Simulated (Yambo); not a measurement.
```xyz
12
Lattice="1.9790 -6.7378 0.0000 1.9790 6.7378 0.0000 0.0000 0.0000 5.5762" Properties=species:S:1:pos:R:3 pbc="T T T"
H      1.9790     2.2374     0.0817
H      1.9790    -2.2374     2.8699
H      1.9790     2.7019     2.7417
H      1.9790    -2.7019     5.5298
H      1.9790     5.7403     4.5859
H      1.9790    -5.7403     1.7978
H      1.9790    -0.5202     0.7444
H      1.9790     0.5202     3.5325
Mg     1.9790     1.1452     1.6250
Mg     1.9790    -1.1452     4.4131
Sr     1.9790     4.7022     1.3682
Sr     1.9790    -4.7022     4.1563
```

SrMgH4 (space group Cmc2_1, No. 36): mean Im ε in 1 eV windows above the direct gap of 4.84 eV, for different electron-hole kernels (Yambo, broadening 0.15 eV, LDA (pw.x of Quantum ESPRESSO, ONCV potentials, no spin-orbit coupling) bands; 6×6×4 mesh, 8 valence and 12 conduction bands, static screening with 79 bands and a 3 Ry block, scissor 1.86 eV, Tamm-Dancoff; field along x).

```json
[
 {"window (eV)": "4.8 to 5.8", "independent quasiparticles": "1.1", "BSE": "9.4"},
 {"window (eV)": "5.8 to 6.8", "independent quasiparticles": "5.7", "BSE": "7.4"},
 {"window (eV)": "6.8 to 7.8", "independent quasiparticles": "6.9", "BSE": "4.2"},
 {"window (eV)": "7.8 to 8.8", "independent quasiparticles": "5.4", "BSE": "2.9"}
]
```

This run doesn't resolve bound excitons or single peaks, so only averages are given, and they too depend on the mesh; weight that the attraction moves below the gap isn't listed. All transitions below 9.33 eV are in the band window. The scissor comes from a G0W0 run whose convergence isn't established.

Geometry of the Materials Project entry, not relaxed at this level.

The structure is a Materials Project entry; no match was found in the copy of COD used, and its stability was not checked.
